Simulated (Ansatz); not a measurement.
CuI (zinc blende)

```yaml
crystal:
  lattice:
    - [0.00000, 2.96969, 2.96969]
    - [2.96969, 0.00000, 2.96969]
    - [2.96969, 2.96969, 0.00000]
  atoms:
    - { symbol: I, position: [0.75000, 0.75000, 0.75000] }
    - { symbol: Cu, position: [0.00000, 0.00000, 0.00000] }
```

The slice is a {111} plane (indices of the conventional cell) through the point (0.750, 0.750, 0.750) (fractional), spanned by u = [100] and v = [-1 2 0] in vectors of this cell: u (4.20 Å) and v (7.27 Å, at 90° to u). It covers one period; positions are fractions (u, v).

The numbers are results of PBEsol (plane waves to 420 eV, PAW, scalar-relativistic; Ansatz, a program for electronic structure), not measurements. k mesh 10×10×10. These are valence fields of a PAW run, semicore shells included where kept as valence: close to a nucleus they are smooth pseudo fields. CuI is run without spin polarisation. CuI was relaxed with its symmetry unable to fall. Spin-orbit coupling is left out, though I is heavy.

**Question.** Predict the map of the electrostatic potential energy of an electron, from the cell's mean on the slice.

**Answer.** 
```
|xxxxxxxxxx  ++##%%@@%%##++  xxxxxxxx|
|xxxxxxxx  ..**%%@@@@@@%%**..  xxxxxx|
|xxxxxxxx  ==##%%@@@@@@%%##==  xxxxxx|
|xxxx    ::**%%@@@@@@@@@@%%**::    xx|
|      --**##@@@@@@@@@@@@@@##**--    |
|::--==**##%%@@@@@@@@@@@@@@%%##**==--|
|--==++**%%%%@@@@@@@@@@@@@@%%%%**++==|
|..::==**##%%@@@@@@@@@@@@@@%%##**==::|
|xxxx::==**##%%%%######%%%%##**==::xx|
|xxxxxx--******++======++******--xxxx|
|xxxxxx--++++--          --++++--xxxx|
|xxxx  --==::    xxxxxx    ::==--  xx|
|  ..--==::  xxxxxxxxxxxxxx  ::==--..|
|====++==    xxxxxxxxxxxxxx    ==++==|
|******==  xxxxxxxxxxxxxxxxxx  ==****|
|%%%%##==  xxxxxxxxxxxxxxxxxx  ==##%%|
|@@%%##++  xxxxxxxxxxxxxxxxxx  ++##%%|
|@@@@%%**..  xxxxxxxxxxxxxx  ..**%%@@|
|@@@@%%##==  xxxxxxxxxxxxxx  ==##%%@@|
|@@@@@@%%**::    xxxxxx    ::**%%@@@@|
|@@@@@@@@##**--          --**##@@@@@@|
|@@@@@@@@%%##**==--::--==**##%%@@@@@@|
|@@@@@@@@%%%%**++==--==++**%%%%@@@@@@|
|@@@@@@@@%%##**==::..::==**##%%@@@@@@|
|####%%%%##**==::xxxxxx::==**##%%%%##|
|====++******--xxxxxxxxxx--******++==|
|      --++++--xxxxxxxxxx--++++--    |
|xxxx    ::==--  xxxxxx  --==::    xx|
|xxxxxxxx  ::==--..  ..--==::  xxxxxx|
|xxxxxxxx    ==++======++==    xxxxxx|
|xxxxxxxxxx  ==**********==  xxxxxxxx|
|xxxxxxxxxx  ==##%%%%%%##==  xxxxxxxx|
```
Scale: ten equal steps from -2.00 (start of ' ') to 6.29 (end of '@'), in the order ' .:-=+*#%@'. Values: electrostatic potential energy of an electron, from the cell's mean, in eV. The map has 18 points along u (two characters each, u = 0 at the left) and 32 along v (v = 0 in the bottom row). Points within 1 Å of a nucleus are blanked (x), as the pseudised field means little there. Values under -2 eV are set to -2. The zero, the cell's mean, hangs on the PAW cores.
